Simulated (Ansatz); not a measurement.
Phonons of a relaxed structure of ZnS by density-functional perturbation theory (low response-accuracy setting, no LO–TO term) at Γ and zone-boundary points with q components 0 or ½ of the primitive reciprocal vectors. Method: r2SCAN (plane waves to 500 eV, PAW, scalar-relativistic; Ansatz, a first-principles code). Γ-centred k-mesh 8×8×8, Fermi–Dirac smearing 0.05 eV.

```
CELL_PARAMETERS angstrom
      0.00000     2.69520     2.69520
      2.69520     0.00000     2.69520
      2.69520     2.69520     0.00000
ATOMIC_POSITIONS crystal
  S  0.75000 0.75000 0.75000
  Zn 0.00000 0.00000 0.00000
```

Space group F-43m (No. 216), zinc blende type.

```
q            wavenumbers (cm⁻¹; i marks imaginary)
-----------  -------------------------------------
Γ                                 0 (×3), 271 (×3)
L (½, 0, 0)            72 (×2), 196, 287 (×2), 337
X (½, ½, 0)            93 (×2), 211, 308 (×2), 326
```

No instability shows at these points (nothing beyond 15i cm⁻¹, the threshold used here). Other wavevectors were not sampled, so this does not prove stability.

No spin polarisation in the result.
